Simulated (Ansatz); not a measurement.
Cr:
```cif
data_Cr2
_chemical_formula_sum 'Cr2'
_space_group_name_H-M_alt 'P 1'
_space_group_IT_number 1
_cell_length_a 2.83229
_cell_length_b 2.83229
_cell_length_c 2.83229
_cell_angle_alpha 90.000
_cell_angle_beta 90.000
_cell_angle_gamma 90.000
loop_
_space_group_symop_operation_xyz
  'x, y, z'
loop_
_atom_site_label
_atom_site_type_symbol
_atom_site_fract_x
_atom_site_fract_y
_atom_site_fract_z
_atom_site_occupancy
Cr1 Cr 0.00000 0.00000 0.00000 1
Cr2 Cr 0.50000 0.50000 0.50000 1
```
Starting moments (μB, in the order of the atoms Cr Cr): 0.9 -0.9.

Relaxed with PBE+D3(BJ).

Problem. Which orbitals make up the states near the Fermi level in PBE+D3(BJ) (plane waves, PAW; program Ansatz)?

Solution. Within 0.5 eV of the Fermi level: Cr 3d 89 %, outside the projected shells 5 %. Projections are on Löwdin-orthogonalised atomic valence shells; empty p or d shells of many metals are not among them.

Problem. Tabulate the density of states.

Solution. States/eV per cell of 2 atoms, in 0.25 eV bins, energy from the Fermi level.

```
E (eV)  total  Cr 3d  Cr 4s  Cr 3p
------  -----  -----  -----  -----
-7.85    0.02   0.00   0.02   0.00
-7.60    0.07   0.00   0.06   0.00
-7.35    0.09   0.00   0.09   0.00
-7.10    0.12   0.00   0.11   0.00
-6.85    0.14   0.00   0.13   0.00
-6.60    0.16   0.01   0.15   0.00
-6.35    0.19   0.01   0.17   0.00
-6.10    0.21   0.02   0.18   0.01
-5.85    0.24   0.03   0.20   0.01
-5.60    0.28   0.04   0.22   0.01
-5.35    0.32   0.06   0.24   0.01
-5.10    0.38   0.10   0.26   0.01
-4.85    0.47   0.16   0.29   0.01
-4.60    0.71   0.36   0.33   0.02
-4.35    1.59   1.18   0.37   0.02
-4.10    1.95   1.58   0.34   0.02
-3.85    2.18   1.87   0.27   0.02
-3.60    2.94   2.62   0.27   0.03
-3.35    2.74   2.50   0.19   0.03
-3.10    1.77   1.67   0.07   0.02
-2.85    1.28   1.22   0.03   0.01
-2.60    2.61   2.55   0.01   0.03
-2.35    4.45   4.36   0.03   0.03
-2.10    3.22   3.13   0.05   0.02
-1.85    3.24   3.06   0.10   0.03
-1.60    3.40   3.13   0.18   0.03
-1.35    4.58   4.05   0.39   0.04
-1.10    3.44   3.07   0.25   0.02
-0.85    1.71   1.47   0.15   0.01
-0.60    1.21   1.02   0.11   0.01
-0.35    1.21   1.05   0.08   0.01
-0.10    1.15   1.02   0.06   0.00
0.15     0.75   0.65   0.04   0.00
0.40     1.47   1.39   0.03   0.00
0.65     3.09   3.00   0.04   0.01
0.90     4.20   4.13   0.03   0.01
1.15     4.93   4.88   0.03   0.01
1.40     6.06   5.99   0.03   0.00
1.65     4.53   4.34   0.14   0.00
1.90     3.71   3.51   0.16   0.00
2.15     3.07   2.82   0.20   0.00
2.40     2.50   2.20   0.25   0.00
2.65     1.93   1.72   0.17   0.00
2.90     0.88   0.71   0.14   0.00
3.15     0.74   0.45   0.25   0.00
3.40     0.69   0.35   0.27   0.00
3.65     0.64   0.28   0.27   0.00
3.90     0.62   0.24   0.27   0.00
4.15     0.60   0.20   0.27   0.00
4.40     0.58   0.17   0.26   0.00
4.65     0.56   0.15   0.26   0.00
```

Space group Im-3m (bcc (W type)). The cell was relaxed with PBE+D3(BJ) under the symmetry of its start, as lowered by the spin order. Magnetic state: antiferromagnetic, chosen from 3 collinear starts compared on coarse meshes (ties went to the first, and starts can fall back to one state), not a proven ground state. Textbook magnetic order: a spin-density-wave antiferromagnet. The pairwise dispersion correction was not fitted to metals.

Potentials: the later of the program's two PAW sets.
